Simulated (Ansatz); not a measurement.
Question: Name crystals whose computed values (LDA in the plane-wave PAW code Ansatz) fall in these windows: highest Γ mode, no LO–TO term (cm⁻¹) 150 to 200; G_Hill (GPa) 84 to 120; B₀ by P(V) fit (GPa) 180 to 240.

Answer: 

```tsv
crystal	highest Γ mode, no LO–TO term (cm⁻¹)	G_Hill (GPa)	B₀ by P(V) fit (GPa)
HfRu, CsCl type	174	104	227
ZrOs, CsCl type	189	107	234
ZrRu, CsCl type	192	84.4	210
```
Others may fit too.

Standing as an ambient phase not checked: HfRu, CsCl type; ZrOs, CsCl type; ZrRu, CsCl type. All cells were relaxed under the symmetry of their starts (and spin orders); stability against distortions was not tested throughout. Rows with no word on spin ran without spin polarisation. Spin–orbit coupling is left out wherever it is not named.

Potentials: the later of the program's two PAW sets.
